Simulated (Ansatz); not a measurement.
GaAs (zincblende), relaxed with r2SCAN, was run in Ansatz under altered settings. All numbers are computed, without spin polarisation but where a row says otherwise.

```yaml
crystal:
  lattice:
    - [0.00000, 2.83309, 2.83309]
    - [2.83309, 0.00000, 2.83309]
    - [2.83309, 2.83309, 0.00000]
  atoms:
    - { symbol: Ga, position: [0.00000, 0.00000, 0.00000] }
    - { symbol: As, position: [0.25000, 0.25000, 0.25000] }
```

The base run's other keys:
```yaml
kpoints:
  mp_grid: { grid: [4, 4, 4] }
hamiltonian:
  xc: hse06
scf:
  occupations: { method: fixed }
  n_extra_bands: 4
```

It takes 15 iterations with 893 plane waves at 420 eV and 8 k points, and leaves a mean stress of +0.92 GPa. The gap over this mesh is 1.417 eV. It ran on 4 threads of Arm Neoverse N1, on a shared host.

Outcomes, with energy and stress as changes against the base:
```tsv
setting	outcome	ΔF (meV/atom)	Δ mean stress (GPa)	gap on the mesh (eV)	iterations	wall time
PBE hybrid, exx coeff 0.75, omega 0.5 1/Å	converged	–	-1.0	2.139	19	12 s
PBE hybrid, exx coeff 0.2, omega 0.2078 1/Å	converged	–	+0.4	1.215	13	9.9 s
PBE hybrid, exx coeff 0.35, omega 0.1 1/Å	converged	–	-1.1	2.262	16	11 s
PBE hybrid, exx coeff 0.5, omega 0.2078 1/Å	converged	–	-1.8	2.494	17	12 s
PBE hybrid, exx coeff -0.2, omega 0.2078 1/Å	refused	–	–	–	–	0.04 s
basis.xc_grid: 3	converged	0.0	0.0	1.417	15	10 s
```
A dash marks a value that wasn't obtained or can't be compared. Stress is positive in compression. The base took 10 s.

- PBE hybrid, exx coeff 0.75, omega 0.5 1/Å. That is 75 % exact exchange, screened with ω = 0.5 1/Å, against HSE06's 25 % screened at 0.208 1/Å. The mean stress moves by -1.0 GPa and the gap on the mesh by +0.722 eV (to 2.139). Totals of different functionals aren't comparable.
- PBE hybrid, exx coeff 0.2, omega 0.2078 1/Å. That is 20 % exact exchange, screened with ω = 0.2078 1/Å, against HSE06's 25 % screened at 0.208 1/Å. The mean stress moves by +0.4 GPa and the gap on the mesh by -0.202 eV (to 1.215). Totals of different functionals aren't comparable.
- PBE hybrid, exx coeff 0.35, omega 0.1 1/Å. That is 35 % exact exchange, screened with ω = 0.1 1/Å, against HSE06's 25 % screened at 0.208 1/Å. The mean stress moves by -1.1 GPa and the gap on the mesh by +0.844 eV (to 2.262). Totals of different functionals aren't comparable. The program warns that on this mesh the truncation of the exchange isn't bounded, so part of the change can be an error of the mesh.
- PBE hybrid, exx coeff 0.5, omega 0.2078 1/Å. That is 50 % exact exchange, screened with ω = 0.2078 1/Å, against HSE06's 25 % screened at 0.208 1/Å. The mean stress moves by -1.8 GPa and the gap on the mesh by +1.077 eV (to 2.494). Totals of different functionals aren't comparable.
- PBE hybrid, exx coeff -0.2, omega 0.2078 1/Å. The input is refused before any iteration. Error: invalid value for `hamiltonian.xc.exx.coeff`: must be finite and in (0, 1]; got -0.2

Within 1 meV an atom, 0.1 GPa and 0.005 eV of the base stay: basis.xc_grid: 3.

Spin-orbit coupling is left out.

The stress of a hybrid is loosely converged in these runs.

The meshes of the hybrids are coarse, so their gaps aren't converged to the digits shown.
